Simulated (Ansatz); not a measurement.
SiW (rock salt) was relaxed and computed twice in Ansatz (plane waves, PAW), once with LDA and once with PBE.

```json
[
 {"": "cell", "run 1": "a = b = c = 4.949 Å, α = β = γ = 90.00°", "run 2": "a = 5.0256 Å, b = 5.0256 Å, c = 5.0256 Å, α = 90.00°, β = 90.00°, γ = 90.00°"},
 {"": "ΔH_f (eV/atom)", "run 1": "0.54", "run 2": "0.58"},
 {"": "B₀ by P(V) fit (GPa)", "run 1": "208", "run 2": "188"}
]
```

Problem. Which run used which functional?

Solution. Run 1 is LDA, run 2 is PBE.

Constructed cells (a structure type filled with these elements, in neither database checked): SiW, rock salt. Unstable at this level: SiW, rock salt with LDA. All cells were relaxed under the symmetry of their starts (and spin orders); stability against distortions was not tested throughout. Rows with no word on spin ran without spin polarisation. Scalar-relativistic: spin–orbit coupling is off unless named, which matters more the heavier the elements.

Potentials: the later of the program's two PAW sets.

Ansatz (a program for electronic structure) is a plane-wave DFT program.

Formation energies count from the lowest solids of the elements computed at the same level, not from gases.
